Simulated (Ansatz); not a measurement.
Ta3Ru in space group Fm-3m (No. 225; Ta on 8c, Ta on 4b, Ru on 4a), PBEsol in the plane-wave PAW code Ansatz, all energies at zero smearing, with the estimated change up to a 700 eV cutoff added, with one set of potentials and settings (totals compare only within such a set). Cell of 4 atoms (3 Ta, 1 Ru): -35236.872 eV.

```csv
element,reference phase,E (eV/atom)
Ta,"Im-3m, 1 atoms in the cell",-9806.5011
Ru,"P6_3/mmc, 2 atoms in the cell",-5816.5026
```

Formation energy per atom, worked out: (-35236.872 − 3×(-9806.5011) − 1×(-5816.5026))/4 = -0.217 eV/atom (-21 kJ per mol of atoms), at 0 K, without zero-point energy or fitted corrections.

The workflow started from a Materials Project entry (that database holds measured and hypothetical structures alike); the Crystallography Open Database copy checked does not list it. With Ta and Ru taken as one species the cell has the higher symmetry Im-3m, so it may be an ordered model of a mixed-site phase. Whether it is the stable phase at ambient conditions was not checked. The cell was relaxed with PBEsol under the symmetry of its start; whether a distortion lowers the energy is not shown. No spin polarisation was allowed. The references are the lowest solids computed at this level, not always the standard phases. Scalar-relativistic: spin–orbit coupling is off unless named, which matters more the heavier the elements.

Potentials: the later of the program's two PAW sets.
